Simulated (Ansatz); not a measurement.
Formation energy of BaSi₃ (AuCu3-type structure)

Level of theory: DFT, PBEsol, scalar-relativistic, no spin polarisation; plane waves to 420 eV with PAW datasets (Ansatz 0.2.0), Γ-centred 8×8×8 mesh, 0.05 eV Gaussian smearing. The datasets are Ansatz's generated set soft_2.

The structure was built from a prototype; whether the compound forms in it isn't claimed.

Symmetry: Pm-3m, No. 221, cubic system. Conventional cell: a = 4.414 Å, b = 4.414 Å, c = 4.414 Å, α = 90.00°, β = 90.00°, γ = 90.00°. Around Ba (site symmetry m-3m) lie 12 Si at 3.12 Å. Si (site symmetry 4/mmm) has 4 Ba at 3.12 Å and 8 Si at 3.12 Å as nearest neighbours. (Neighbours are counted to 15 % beyond the shortest distance.)

The elements were computed in their standard states with the same datasets, cutoff and functional. Absolute energies hang on the potentials; compare differences alone.

Energy of the relaxed cell (4 atoms, smearing extrapolated to zero): -7726.056 eV. Elements, in eV/atom: Ba -5862.609, Si -621.493.

Question: What is the formation energy?

Answer: [-7726.056 − (1 × -5862.609 + 3 × -621.493)] / 4 = 0.26 eV/atom, or 25 kJ per mole of atoms.

The value is for 0 K, without zero-point energy. A positive value means that this structure is unstable even against the elements at this level.

Spin–orbit coupling, which matters for such heavy elements, is left out.
